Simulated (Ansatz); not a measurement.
Ansatz input

```yaml
crystal:
  lattice:
    - [4.454487373, 0.0, 0.0]
    - [-2.2272436865, 3.8576992259, 0.0]
    - [0.0, 0.0, 14.5483557602]
  atoms:
    - { symbol: Ba, position: [0.0, 0.0, 0.0] }
    - { symbol: Ba, position: [0.0, 0.0, 0.5] }
    - { symbol: Ba, position: [0.3333333333, 0.6666666667, 0.25] }
    - { symbol: Ba, position: [0.6666666667, 0.3333333333, 0.75] }
hamiltonian:
  xc: lda
  pseudopotentials:
    kind: paw
    azcp:
      Ba: "pseudopotentials/Ba.paw.azcp"
basis:
  ecutwfc: 420
  fft_grid_basis: typed
kpoints:
  mp_grid: { grid: [8, 8, 3], shift: [0, 0, 0] }
magnetization:
  spin_polarized: false
scf:
  occupations: { method: fermi_dirac, width: 0.1 }
relax:
  max_steps: 60
  f_tol: 0.01
  cell: {}
output:
  write_density: true
  write_potential: true
  elf: true
  volumetric_format: npy
```

Terminal output

```
Warning: the record states the generating functional pbe (its physics header spells it `PBE`), which answers neither for hamiltonian.xc's functional nor for the lda family's — results may be inconsistent (PPs are generated against a specific XC)
Engine: ansatz 0.2.0, aarch64-unknown-linux-gnu
Pseudopotentials: kind: paw
Pseudopotential: Ba, paw, valence charge 10, recommended cutoff 420 eV (normal) 
Functional definition: SPW92
  exchange = slater_x
  correlation = pw_c
Crystal: 4 atoms, lattice volume = 250.000 Å³
Basis set: ecut = 420 eV, 4963 PW (Γ)
Bands: 24, of which v1, the nominal top of the filled ones, is band 20 counted from 1 (19 counted from 0)
Symmetry: 24 space group operations
Space group: P63/mmc (ITA 194), of the structure as read, at distance tolerance 6.3e-5 Å
k-points: 20 of 192
Non-local potential: Ba, projectors of the file, l = 0: 3, l = 1: 2, l = 2: 2, l = 3: 2
PAW form: soft (Blöchl's): semilocal exchange-correlation on the pseudo side does not see the compensation charge
PAW frozen core: Ba, regenerated for the run's functional, and the local potential with it (the file was generated under x = pbe(κ = 0.804, μ = 0.2195149727645171), c = pbe(β = 0.06672455060314922))
PAW one-centre angular grid: Ba, 194 points (default); XC on 64 Gauss nodes
Initial density: superposition of atomic densities (neutral atoms: chi_scale 0, normalization atom), corrected by the library's trained network
Initial wavefunctions: pseudopotential atomic-orbital guess
Functional: x = slater, c = lda
SCF iter   1: F=—  HF=-23118.247802 eV  |F-HF|=—  |Δ(HF+E_count)|=         —  Δρ=3.02e-3  dr2=1.24e-2  ethr=1.77e-3  ⟨swp⟩=8.8  Hψ=5678  notcnv=0
automatic band count: the SCF goes on with 28 bands, as 24 were too few: the levels above may hold too much charge
SCF iter   2: F=—  HF=-23118.244322 eV  |F-HF|=—  |Δ(HF+E_count)|=   3.48e-3  Δρ=1.59e-3  dr2=3.47e-3  ethr=3.09e-5  ⟨swp⟩=2.2  Hψ=1059  notcnv=0
SCF iter   3: F=—  HF=-23118.243470 eV  |F-HF|=—  |Δ(HF+E_count)|=   8.52e-4  Δρ=1.85e-4  dr2=8.89e-5  ethr=8.67e-6  ⟨swp⟩=2.8  Hψ=928  notcnv=0
SCF iter   4: F=—  HF=-23118.243509 eV  |F-HF|=—  |Δ(HF+E_count)|=   3.91e-5  Δρ=4.22e-5  dr2=8.75e-6  ethr=2.22e-7  ⟨swp⟩=1.9  Hψ=642  notcnv=0
SCF iter   5: F=—  HF=-23118.243510 eV  |F-HF|=—  |Δ(HF+E_count)|=   9.00e-7  Δρ=1.35e-5  dr2=7.61e-7  ethr=2.19e-8  ⟨swp⟩=2.0  Hψ=696  notcnv=0
SCF iter   6: F=-23118.243510 eV  HF=-23118.243510 eV  |F-HF|=3.83e-9  |Δ(HF+E_count)|=   3.52e-8  Δρ=2.29e-6  dr2=2.57e-8  ethr=2.50e-10  ⟨swp⟩=9.6  Hψ=4161  notcnv=0
SCF 1 converged in 6 iterations: F = -23118.243510 eV  dr2 = 2.57e-8
relax step   1: F+E_penalty+E_count = -23118.24351021 eV  Δ(F+E_penalty+E_count) = +0.000e0 eV  max|allowed force component| = 6.939e-18 eV/Å  Δτ_max = 0.0000 Å  P = -1.155 GPa  Ω = 250.000 Å³  (6 SCF iters, dr2 threshold 1.00e-7 eV, accepted)
...
SCF converged after 5 iterations
Free energy (F): -23118.381405 eV
Harris-Foulkes:  -23118.381405 eV  (|F-HF|=3.64e-12)
Internal energy: -23118.170522 eV  (E = F + TS)
E sigma→0 (E₀):  -23118.275964 eV
Entropy (-TS):   -0.210883 eV (-52.721 meV/atom)
Fermi energy:    6.881595 eV
--- Per-component energies (eV) ---
  E_band       = -289.191648
  E_kinetic    = 670.819393
  E_local      = -1359.822620  (includes V_loc(G=0)·N_el)
  E_nonlocal   = 241.891995
  E_hartree    = 425.134105
  E_xc         = -662.795204
  E_vxc        = -537.421903  (∫ρ·V_xc dr)
  E_paw        = -20231.223157  (= ΣΔE_a)
  E_vpaw       = -154.926720  (= ΣTr[D̂ρ^β])
  E_aug_tail   = -0.000009  (compensation charges beyond the density's cutoff)
  E_ewald      = -2203.305088
  E_core_change = 1.130062  (= ΣΔE_core)
  E_smearing   = -0.210883  (= −TS)
  E_closure    = 0.000000  (closes the sum)
  Σ components = -23118.381405   (vs F -23118.381405, Δ=0.00e0)
--- Forces (eV/Å), atoms counted from 1 ---
  atom   1  Ba    -0.00000000     0.00000000     0.00000000
  atom   2  Ba    -0.00000000    -0.00000000     0.00000000
  atom   3  Ba    -0.00000000     0.00000000     0.00000000
  atom   4  Ba    -0.00000000    -0.00000000     0.00000000
  max |Σ_I F_I| component: 1.16e-18 eV/Å
--- Stress (GPa, compression-positive) ---
       -0.007128       0.000000       0.000000
        0.000000      -0.007128       0.000000
        0.000000       0.000000      -0.019315
  P = ⅓ Tr σ = -0.0112 GPa (-0.112 kbar)
--- Band table (eV; the first three rows and the last of 20) ---
  k-point 0: bands = ["-21.7771", "-21.7439", "-21.7289", "-21.6951", "-7.3114", "-6.9511", "-6.9406", "-6.6464", "-6.6464", "-6.6045", "-6.6045", "-6.5874", "-6.5874", "-6.5446", "-6.5446", "-6.5398", "4.0482", "5.1496", "5.1622", "5.8395", "7.9621", "8.0059", "8.5342", "8.6385", "8.6385", "8.7018", "8.7018", "8.7835"]
  k-point 1: bands = ["-21.7719", "-21.7578", "-21.7148", "-21.7004", "-7.2644", "-7.1330", "-6.7486", "-6.6399", "-6.6399", "-6.6223", "-6.6223", "-6.5971", "-6.5693", "-6.5693", "-6.5513", "-6.5513", "4.1996", "4.6124", "5.6049", "5.8017", "8.0077", "8.2558", "8.3270", "8.6107", "8.6872", "8.6872", "8.7369", "8.7369"]
  k-point 2: bands = ["-21.7669", "-21.7363", "-21.7213", "-21.6901", "-7.2746", "-6.9636", "-6.9552", "-6.7342", "-6.6740", "-6.6654", "-6.6589", "-6.6309", "-6.6248", "-6.6077", "-6.5574", "-6.5536", "4.3430", "5.4062", "5.4178", "6.1327", "7.7214", "7.8735", "8.0281", "8.2319", "8.4359", "8.5144", "8.8734", "8.8907"]
  k-point 19: bands = ["-21.6873", "-21.6864", "-21.6705", "-21.6696", "-7.1774", "-7.1720", "-7.1196", "-7.1005", "-6.9924", "-6.9854", "-6.9257", "-6.8773", "-6.8025", "-6.7460", "-6.7090", "-6.6957", "6.5859", "6.6494", "6.8420", "6.9078", "7.1363", "7.2861", "7.3421", "7.4236", "7.9839", "8.0581", "8.1597", "8.3282"]
--- Relaxed structure (4 steps of the walk, 4 accepted, 1 SCFs on fresh bases) ---
  F+E_penalty+E_count = -23118.38140543 eV   max|allowed force component| = 9.252e-18 eV/Å   (the final SCF, on the basis selected at the relaxed cell)
  cell:  # Å, volume = 215.2147 Å³
    - [4.241835839987124, 0.0, 8.110849786197027e-18]
    - [-2.120917919993562, 3.6735375961121526, -4.055424893098514e-18]
    - [2.6490035401532244e-17, 8.895514207788579e-34, 13.811269504339519]
  atoms:
    - { symbol: Ba, position: [-3.977209423471216e-35, -2.0801798252657014e-36, 5.171143714978312e-38] }
    - { symbol: Ba, position: [3.851859888774472e-34, 7.696665353483086e-35, 0.49999999999999994] }
    - { symbol: Ba, position: [0.33333333333333337, 0.6666666666666669, 0.24999999999999997] }
    - { symbol: Ba, position: [0.6666666666666667, 0.33333333333333337, 0.75] }
```
